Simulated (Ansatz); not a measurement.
BP:
```yaml
crystal:
  lattice:
    - [5.55135, 0.00000, 0.00000]
    - [0.00000, 5.55135, 0.00000]
    - [0.00000, 0.00000, 3.19658]
  atoms:
    - { symbol: B, position: [0.17836, 0.17836, 0.00000] }
    - { symbol: B, position: [0.82164, 0.82164, 0.00000] }
    - { symbol: P, position: [0.81926, 0.18074, 0.00000] }
    - { symbol: P, position: [0.18074, 0.81926, 0.00000] }
    - { symbol: P, position: [0.68074, 0.68074, 0.50000] }
    - { symbol: P, position: [0.31926, 0.31926, 0.50000] }
    - { symbol: B, position: [0.32164, 0.67836, 0.50000] }
    - { symbol: B, position: [0.67836, 0.32164, 0.50000] }
```

Relaxed with r²SCAN.

### Question
Give the Bader charges and basin volumes of the independent atoms, r²SCAN (plane waves, PAW; program Ansatz).

### Answer


| atom | Bader charge (e) | Bader volume (Å³) |
|---|---|---|
| B1 | +0.65 | 6.7 |
| P3 | -0.65 | 17.9 |

Space group P4_2/mnm. The start of the workflow was typed in or built on a structure type; neither database checked (COD, Materials Project) lists it. It is not the phase usual at ambient conditions (space group No. 216). The cell was relaxed with r²SCAN under the symmetry of its start; its stability against distortions is not shown here.

Potentials: the earlier of the program's two PAW sets. The files were generated under PBE; for other functionals the program regenerates the frozen cores, and for LDA and PBEsol the local potential too.
